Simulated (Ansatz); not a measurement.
Input and command of a plane-wave DFT calculation in Ansatz:

```yaml
crystal:
  lattice:
    - [4.640382412, 0.0, 0.0]
    - [0.0, 4.640382412, 0.0]
    - [0.0, 0.0, 2.765872978]
  atoms:
    - { symbol: Ti, position: [0.0, 0.0, 0.0] }
    - { symbol: Ti, position: [0.5, 0.5, 0.5] }
    - { symbol: O, position: [0.3056475955, 0.3056475955, 0.0] }
    - { symbol: O, position: [0.1943524045, 0.8056475955, 0.5] }
    - { symbol: O, position: [0.6943524045, 0.6943524045, 0.0] }
    - { symbol: O, position: [0.8056475955, 0.1943524045, 0.5] }
basis:
  ecutwfc: 420
kpoints:
  mp_grid: { grid: [6, 6, 10] }
hamiltonian:
  xc: pbe
  hubbard: { sites: [{ species: Ti, l: d, u_eff: 4.0 }] }
scf:
  occupations: { method: gaussian, width: 0.05 }
output:
  forces: true
  stress: true
  eigenvalues: true
```

```bash
ansatz run input.yaml --threads 2 --pin off --max-ram 5120MiB --backend cpu --events-out ev --progress --plain --runs-dir out
```

Processor: Intel(R) Xeon(R) Processor @ 2.50GHz (Skylake/Cascade Lake), 2 threads, on a host shared with other jobs.

Problem. How long does it run, and how much memory does it take?

Solution. About 13 s on 2 threads of Intel(R) Xeon(R) Processor @ 2.50GHz (Skylake/Cascade Lake), with other jobs on the host, peak memory 0.48 GiB. It solves 30 bands at 60 k points (the mesh reduced by symmetry) with about 1137 plane waves, in 8 SCF iterations.
